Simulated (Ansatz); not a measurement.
System: FePb, 2 atoms in the cell.

Method: Ansatz 0.2.0 development build, PBE, plane waves, PAW datasets (generated hard set).

Cutoff 700 eV; k-mesh 8×8×6 Γ-centred; Fermi–Dirac smearing of 0.1 eV; starting moments Fe1 3 μB; no spin–orbit coupling.

```
Fe Pb
1.0
     3.20000    0.00000    0.00000
     0.00000    3.20000    0.00000
     0.00000    0.00000    4.10000
Fe Pb
1 1
Cartesian
  0.0000 0.0000 0.0000
  1.6000 1.6000 2.0500
```

Would the cell expand or shrink if it were free to relax?

The pressure is -2.26 GPa, so at these settings the cell is stretched and would shrink.

What net moment does the cell keep?

2.82 μB per cell.

The stress includes the program's correction for the finite plane-wave basis.

The cell is a model and need not be the structure known for this compound. The k-mesh is modest, so these values aren't fully converged in k. Spin–orbit coupling is left out, which matters for 6p elements such as Tl, Pb and Bi. One magnetic order was tried; another may lie lower.
